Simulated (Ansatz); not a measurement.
Q: CoO (NiAs type, P6_3/mmc) is relaxed with PBE in the plane-wave PAW code Ansatz. What lattice parameters of the conventional cell result?

A: a = 2.815 Å, c = 5.382 Å.

These are the values of the symmetrised cell.

Q: Is it a metal or does it have a gap at this level?

A: No gap at this level.

The start of the workflow was typed in or built on a structure type; neither database checked (COD, Materials Project) lists it. It is not the phase usual at ambient conditions (space group No. 225). Symmetry was held in the PBE relaxation, as lowered by the spin order; its stability against distortions is not shown here. The final state is antiferromagnetic, chosen from 3 collinear starts compared on coarse meshes (ties went to the first, and starts can fall back to one state), not a proven ground state. No Hubbard U is applied. The compound may be a true metal, but semilocal functionals without U, or a wrong spin order, can also close a gap.

Potentials: the later of the program's two PAW sets.
